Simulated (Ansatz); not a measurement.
**What one resistivity implies**

A comparison from first-principles data. Surface loss at microwave frequencies, Drude damping in the near infrared and electronic heat conduction all follow from the resistivity and the plasma energy of a metal.

The reference row is bcc W. Frequency 10 GHz, photon energy 1.2 eV, T = 300 K, Lorenz number 2.44×10⁻⁸ WΩ/K². All rows are cubic metals, run without spin polarisation.

Data:

Methods, by column (Ansatz, a plane-wave PAW program): resistivity, plasma energy, N(E_F): PBEsol, Boltzmann equation with harmonic phonons, 300 K, mean over directions.

Model: R_s = √(πfμ₀ρ) = 6.283 mΩ × √(f ρ); ħγ = ħε₀ω_p²ρ = 0.1345 meV × (ħω_p)² ρ; quality = ω/γ; κ_e = L₀T/ρ = 732/ρ.

```csv
crystal,ρ (μΩ·cm),ħω_p (eV),N(E_F) (states/eV/atom),surface resistance (mΩ),damping ħγ (meV),Drude quality,electronic κ (W/(m·K))
"bcc W, reference",5.1,7.9,0.44,45,42.8,28,140
fcc Ag,1.6,9.2,0.26,25,18.2,66,460
"Be2Ag (Fd-3m, cF24)",6.1,5.8,0.14,49,27.6,43,120
Ag3In (Cu3Au type),5.4,8.2,0.29,46,48.8,25,140
```

Not checked to be the ambient phase: Be2Ag (Fd-3m, cF24); Ag3In (Cu3Au type). Spin–orbit coupling is left out unless named.

Worked example:

The steps for Ag3In (Cu3Au type):

1. R_s = 6.283 × √(10 × 5.4) = 46 mΩ
2. ħγ = 0.1345 × 8.2² × 5.4 = 48.8 meV
3. Drude quality: 1200/48.8 = 25
4. κ_e = 732/5.4 = 140 W/(m·K)

Result:

Ranking by Drude quality, highest first: fcc Ag (66 ± 12), Be2Ag (Fd-3m, cF24) (43 ± 8.1), bcc W (28 ± 5.3) ≈ Ag3In (Cu3Au type) (25 ± 4.6). The ± follows from allowances picked for this note (resistivity 12 %, plasma energy 4 %, 12 % for the model), carried to first order and added in quadrature; ≈ joins neighbours closer than their two ± added in quadrature. On this figure 2 of 3 candidates do clearly better than the reference.

The trade-off between high Drude quality and high plasma energy leaves these rows undominated: fcc Ag (66, 9.2). The reference is off the front.

Caveats:

Only phonon scattering is included, so films lose more. Interband absorption, often the larger optical loss, is outside the Drude quality. Resistivities move by up to 12 % from half the mesh. The rows are a sample of cubic metals; oxides, V to Ni (no spin in these runs) and Tl, Pb, Bi were not drawn. Limits of the draw: cubic metals without O, V to Ni, Tl, Pb or Bi. As a rule kept out of such tables: 4f compounds, open-shell compounds run without a Hubbard term, cells found unstable in the tests at hand, cells close to a higher symmetry, and runs set to a pressure or over 12 % in volume from the crystal's fullest run.
